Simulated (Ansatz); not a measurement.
A geometry of Cl2 away from equilibrium: the start of the relaxation of a generated cell, Cl2 placed in the AFLOW prototype A_mP4_4_2a (as in Te). Computed with PBE (plane waves to 420 eV, PAW, scalar-relativistic; Ansatz, a first-principles code). Γ-centred k-mesh 8×4×5 on the run's cell (coarser than for final values), Fermi–Dirac smearing 0.05 eV.

```xyz
4
Lattice="2.8430 0.0000 0.0000 0.0000 6.8814 0.0000 -0.2061 0.0000 4.3549" Properties=species:S:1:pos:R:3:forces:R:3 pbc="T T T" free_energy=-4314.905 pressure_GPa=2.4
Cl     0.6118     5.0234     2.0904    0.4494    0.1715   -0.1082
Cl     2.0251     1.5827     2.2646   -0.4494    0.1715    0.1082
Cl     1.3605     3.4407     0.0871   -0.0045   -0.1715    0.1391
Cl     1.2764     0.0000     4.2678    0.0045   -0.1715   -0.1391
```

Positions in Å, forces in eV/Å, free energy of the cell in eV (comparable only within this code, potentials and settings). Largest force: 0.49 eV/Å, on Cl1, Cl2 (atoms numbered as listed); the geometry lies 0.77 eV/atom above the end of its relaxation.

No spin polarisation in the result. Without a van der Waals term the distances between weakly bound units are poorly fixed.

The run could not lose the symmetry of its start: the end is stationary, and may be a saddle point rather than a minimum.

The end of the path is a generated cell of Cl2: the first start was made by placing the elements on the sites of a structure type, and the end was not matched to a known phase here, so it may be hypothetical. Known forms of Cl2 include space group No. 64.
